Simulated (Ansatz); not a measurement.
**Pressure against volume in Al₃FeCo₂**

The structure comes from a generated guess, relaxed at this level; another structure or a mixture of phases may lie lower.

Method: DFT PBE, scalar-relativistic, plane waves, PAW (Ansatz). Settings of the last relaxation (6-atom cell): 420 eV, 12×12×8 k points, Gaussian smearing of 0.10 eV, no spin polarisation.

```
Al Fe Co
1.0
     4.03911    0.00000    0.00000
    -2.01955    3.49797    0.00000
     0.00000    0.00000    4.94397
Al Fe Co
3 1 2
Cartesian
  0.0000 0.0000 0.0000
  2.0196 1.1660 1.6531
  0.0000 2.3320 3.2909
  0.0000 0.0000 2.4720
  0.0000 2.3320 0.8179
  2.0196 1.1660 4.1261
```

The cell was set to several volumes, with shape and atoms relaxed at each where symmetry leaves them free. Pressure is positive in compression, and energies count from the lowest row. No row has a gap on its mesh.

```
row  V (Å³/atom)  P (GPa)  ΔE (meV/atom)
  1       10.245    30.17          117.5
  2       10.594    20.74           62.3
  3       10.943        ?              ?
  4       11.293     5.85            6.2
  5       11.642     0.00            0.0
  6       11.991    -5.00            5.6
  7       12.340    -9.27           21.3
  8       12.806   -14.01           55.5
```

Q: Find B = −V·ΔP/ΔV from rows 4 and 6 and from rows 1 and 2, and from the two its slope B′ and its value B0 at zero pressure.

A: Rows 4 and 6 give −(11.293 + 11.991)/2 × (-5.00 − (5.85))/(11.991 − 11.293) = 181.0 GPa at a mean pressure of 0.42 GPa. Rows 1 and 2 give −(10.245 + 10.594)/2 × (20.74 − (30.17))/(10.594 − 10.245) = 281.5 GPa at a mean pressure of 25.45 GPa. So B′ = (281.5 − 181.0)/(25.45 − (0.42)) = 4.02 and B0 = 181.0 − 4.02 × (0.42) = 179.3 GPa. A third-order Birch–Murnaghan fit to all the energies gives B0 = 180.0 GPa and B′ = 4.2.

Q: Estimate the pressure and energy of row 3.

A: From row 5, V0 = 11.642 × (1 + (0.00)/179.3) = 11.642 Å³/atom. Murnaghan's form P = (B0/B′)·[(V0/V)^B′ − 1] gives (179.3/4.02) × [(11.642/10.943)^4.02 − 1] = 12.61 GPa; the computed pressure is 12.70 GPa, so the estimate is off by -0.09 GPa. The work of compression from row 4, with the mean of the two pressures, gives ΔE = 6.2 + (12.61 + 5.85)/2 × (11.293 − 10.943)/160.2 × 1000 = 26.4 meV/atom (1 eV/Å³ = 160.2 GPa); the computed value is 26.1 meV/atom.

Trial moments died out on the coarse mesh, so the last step has no spin; another magnetic start might hold. All volumes keep the k mesh of the relaxed cell. A later test with randomly moved atoms came back to the same energy, though modes that don't fit the test's cell weren't probed.
